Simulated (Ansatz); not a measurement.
# Relaxation path: bcc Ba (211), 3 layers

DFT, PBE, PAW with Ansatz's default frozen-core files, scalar-relativistic (Ansatz 0.2.0); a Γ-centred 9×5×1 k mesh, Fermi–Dirac smearing of 0.05 eV, no spin polarisation. The run relaxes the atoms in the fixed cell.

Command: `ansatz run input.yaml --threads 1 --pin off --max-ram 3584MiB --backend cpu --events-out ev --progress --plain --runs-dir out` It took 3.3 min on 1 thread of Arm Neoverse V1 (shared host), peak memory 0.68 GiB.

```yaml
crystal:
  lattice:
    - [4.3517731883, 0.0, 0.0]
    - [0.0, 7.1064158584, 0.0]
    - [0.0, 0.0, 24.1029]
  atoms:
    - { symbol: Ba, position: [0.833333333, 0.0, 0.4148880193] }
    - { symbol: Ba, position: [0.5, 0.5, 0.5] }
    - { symbol: Ba, position: [0.166666667, 0.0, 0.5851119807] }
kpoints:
  mp_grid: { grid: [9, 5, 1] }
scf:
  occupations: { method: fermi_dirac, width: 0.05 }
hamiltonian:
  xc: pbe
  pseudopotentials: { kind: paw }
output:
  forces: true
  stress: true
  eigenvalues: true
  write_density: true
  write_potential: true
  elf: true
  volumetric_format: npy
relax:
  f_tol: 0.01
  max_steps: 40
efield:
  axis: 3
  amplitude: 0
  dipole_correction: true
```

Each step lists its free energy a cell above the last geometry, and Cartesian positions (Å) with forces (eV/Å).

The first step:

```
step 1  dF = 33.88 meV
  Ba 3.6265 0.0000 10.0000   0.0874 0.0000 0.1628
  Ba 2.1759 3.5532 12.0515   0.0000 0.0000 0.0000
  Ba 0.7253 0.0000 14.1029   -0.0874 0.0000 -0.1628
```

Spin–orbit coupling is left out, which matters for the heavy atoms. The cell is 1×1, so reconstructions are forbidden, and in slabs of four or five layers the relaxations can be far larger than at a real surface.

Q: Where does the relaxation end, and by which steps?

A: After 8 geometries, with a shortest distance of 4.089 Å. The further steps:
```
step 2  dF = 16.74 meV
  Ba 3.6705 0.0000 10.0407   0.0638 0.0000 0.0922
  Ba 2.1759 3.5532 12.0514   0.0000 0.0000 0.0000
  Ba 0.6813 0.0000 14.0622   -0.0638 0.0000 -0.0922
step 3  dF = 5.04 meV
  Ba 3.7796 0.0000 10.0959   0.0153 0.0000 -0.0416
  Ba 2.1759 3.5532 12.0515   0.0000 0.0000 0.0000
  Ba 0.5722 0.0000 14.0070   -0.0153 0.0000 0.0416
step 4  dF = 2.94 meV
  Ba 3.8159 0.0000 10.0790   0.0132 0.0000 -0.0215
  Ba 2.1759 3.5532 12.0515   0.0000 0.0000 0.0000
  Ba 0.5358 0.0000 14.0239   -0.0132 0.0000 0.0215
step 5  dF = 0.76 meV
  Ba 3.9011 0.0000 10.0586   0.0053 0.0000 -0.0109
  Ba 2.1759 3.5532 12.0514   0.0000 0.0000 0.0000
  Ba 0.4506 0.0000 14.0443   -0.0053 0.0000 0.0109
step 6  dF = 0.17 meV
  Ba 3.9550 0.0000 10.0446   0.0029 0.0000 -0.0008
  Ba 2.1759 3.5532 12.0515   0.0000 0.0000 0.0000
  Ba 0.3967 0.0000 14.0583   -0.0029 0.0000 0.0008
step 7  dF = 0.02 meV
  Ba 3.9973 0.0000 10.0366   0.0011 0.0000 0.0025
  Ba 2.1759 3.5532 12.0515   0.0000 0.0000 0.0000
  Ba 0.3545 0.0000 14.0663   -0.0011 0.0000 -0.0025
step 8  dF = 0.00 meV
  Ba 4.0104 0.0000 10.0356   0.0003 0.0000 0.0010
  Ba 2.1759 3.5532 12.0514   0.0000 0.0000 0.0000
  Ba 0.3414 0.0000 14.0673   -0.0003 0.0000 -0.0010
```
